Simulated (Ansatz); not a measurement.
Values for one crystal, relaxed and computed with PBEsol in the plane-wave PAW code Ansatz; other levels are named.

| Property | Value |
|---|---|
| Volume per atom | 25.53 Å³ |
| Electronic character | metallic (no gap) |
| Formation energy from the elements (no fitted shifts) | -0.24 eV/atom |
| Bulk modulus (Birch–Murnaghan fit) | 53.9 GPa |
| Pressure derivative B′ | 9.8 |
| Highest zone-centre frequency | 159 cm⁻¹ |
| Gap with spin–orbit coupling | none (metallic) |

Task: Which of these materials gives this?
A. AlNi, CsCl type
B. ZnCu, CsCl type
C. MnPt3, Cu3Au type
D. Bi2Pt, P31m (Bi on 1a, Bi on 2b, Bi on 3c, Pt on 3c)

Result: D, Bi2Pt, P31m (Bi on 1a, Bi on 2b, Bi on 3c, Pt on 3c)

The first step of the workflow began from a Materials Project structure, measured or hypothetical; the Crystallography Open Database copy checked does not list it. COD files the formula under space group No. 205, so this cell is another polymorph or a model. Whether it is the stable phase at ambient conditions was not checked. Symmetry was held in the PBEsol relaxation; of distortions, only those at the zone centre were tested. No spin polarisation was allowed. As this level gives no gap, phonon frequencies hold no LO–TO term and depend on the k-mesh and smearing (Fermi–Dirac, 0.1 eV here). The references are the lowest solids computed at this level, not always the standard phases. Scalar-relativistic: spin–orbit coupling is off unless named, which matters more the heavier the elements.

Potentials: the later of the program's two PAW sets.
